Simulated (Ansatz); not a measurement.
Level of theory: DFT PBE, scalar-relativistic, plane waves, PAW in Ansatz 0.2.0. Settings: cutoff 420 eV, Γ-centred meshes spaced at most about 0.3 Å⁻¹, and about 0.25 Å⁻¹ or finer for metals (2π included), Gaussian smearing. No spin polarisation in the final relaxations.

All energies are static (0 K, no zero-point motion).

Two relaxed structures of HfB:

1.

```cif
data_structure
_symmetry_space_group_name_H-M 'R-3m:H'
_symmetry_Int_Tables_number 166
_cell_length_a 4.4393
_cell_length_b 4.4393
_cell_length_c 4.7693
_cell_angle_alpha 90.000
_cell_angle_beta 90.000
_cell_angle_gamma 120.000
_cell_volume 81.40
loop_
_atom_site_label
_atom_site_type_symbol
_atom_site_symmetry_multiplicity
_atom_site_Wyckoff_symbol
_atom_site_fract_x
_atom_site_fract_y
_atom_site_fract_z
_atom_site_occupancy
Hf1 Hf 3 b 0.00000 0.00000 0.50000 1
B1 B 3 a 0.00000 0.00000 0.00000 1
```

2.

```cif
data_structure
_symmetry_space_group_name_H-M 'P-6m2'
_symmetry_Int_Tables_number 187
_cell_length_a 3.4551
_cell_length_b 3.4551
_cell_length_c 2.9158
_cell_angle_alpha 90.000
_cell_angle_beta 90.000
_cell_angle_gamma 120.000
_cell_volume 30.14
loop_
_atom_site_label
_atom_site_type_symbol
_atom_site_symmetry_multiplicity
_atom_site_Wyckoff_symbol
_atom_site_fract_x
_atom_site_fract_y
_atom_site_fract_z
_atom_site_occupancy
Hf1 Hf 1 a 0.00000 0.00000 0.00000 1
B1 B 1 f 0.66667 0.33333 0.50000 1
```

Problem. Which is lower in energy, and by how much?

Solution. Cell 1 is lower, by 66 meV/atom. Cell 1 has Hf and B ordered on bcc sites, space group R-3m (No. 166), 13.6 Å³/atom and no gap on its mesh; cell 2 has the tungsten carbide type, space group P-6m2 (No. 187), 15.1 Å³/atom and no gap. Counting B atoms around Hf (those within 1.25 times the shortest such distance or 1.15 times the sum of covalent radii; a plus sign parts nearer from farther groups), cell 1 has Hf 2+6 and cell 2 has Hf 6. The denser one is the lower, and pressure would at first widen the difference. Even the lower one lies +0.12 eV/atom against the reference forms of the elements (uncorrected), so neither is stable at this level. In cell 1, Hf is surrounded by 2 B at 2.38 Å, 6 B at 2.68 Å and 6 Hf at 3.02 Å; around B lie 2 Hf at 2.38 Å, 6 Hf at 2.68 Å and 6 B at 3.02 Å. In cell 2, Hf has 6 B at 2.47 Å and 2 Hf at 2.92 Å; B is surrounded by 6 Hf at 2.47 Å and 2 B at 2.92 Å. Both come from invented guesses. A third cell relaxed alike, in Fm-3m (a cell as deposited in COD), lies 0.54 eV/atom below the lower of the two.

These runs have no spin–orbit coupling, which can matter for Hf. A magnetic state wasn't ruled out in cells without spin, among them R-3m, P-6m2. Cells relaxed within their symmetry can be saddle points; a later kick test found a lower structure for HfB R-3m.
